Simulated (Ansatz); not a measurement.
DyC₂ (CaC2-type structure)

Method: PBEsol, scalar-relativistic; collinear spin; PAW, 420 eV, 12×12×12 k-mesh, Gaussian smearing of 0.05 eV; code Ansatz; PAW files: Ansatz's generated set soft_2.

```cif
data_structure
_symmetry_space_group_name_H-M 'I4/mmm'
_symmetry_Int_Tables_number 139
_cell_length_a 3.6174
_cell_length_b 3.6174
_cell_length_c 6.1422
_cell_angle_alpha 90.000
_cell_angle_beta 90.000
_cell_angle_gamma 90.000
_cell_volume 80.37
loop_
_atom_site_label
_atom_site_type_symbol
_atom_site_symmetry_multiplicity
_atom_site_Wyckoff_symbol
_atom_site_fract_x
_atom_site_fract_y
_atom_site_fract_z
_atom_site_occupancy
Dy1 Dy 2 a 0.00000 0.00000 0.00000 1
C1 C 4 e 0.00000 0.00000 0.39441 1
```

The cell was built from a prototype; the rare earths' dicarbides are known in this structure.

Magnetic state: ferromagnetic, site spin moments Dy 4.69 μB.

Question: Which orbitals carry the states at the Fermi level, and how many states are there?

Answer: Within 0.1 eV of it: Dy 4f 92 % (shares among the projected shells). The density of states at the Fermi level is about 8.2 states/eV per cell, averaged over 0.3 eV.

Density of states (tetrahedra, averaged over 0.5 eV; states/eV per cell of 3 atoms; energy in eV from the Fermi level):

```csv
E (eV),DOS
-7.10,1.0
-6.60,1.6
-6.10,1.0
-5.60,0.7
-5.10,1.5
-4.60,2.8
-4.10,3.1
-3.60,8.0
-3.10,7.0
-2.60,2.4
-2.10,1.0
-1.60,0.2
-1.10,0.3
-0.60,0.8
-0.10,6.6
0.40,4.9
0.90,3.4
1.40,1.0
1.90,1.1
2.40,1.2
2.90,1.3
3.40,1.6
3.90,1.2
```

Without a U the open 4f shell is pinned at the Fermi level, an artefact: in the real crystal it splits into occupied and empty levels away from it, and its large orbital moment is missing here. These numbers lack spin–orbit coupling. The run wasn't fully tested for a lower electronic state. Site moments are of spin, integrated over atomic spheres. Only parallel moments were tried, so the real magnetic order may be another.

The open shells may stand above their lowest state, and forces and pressures are less sure for it.
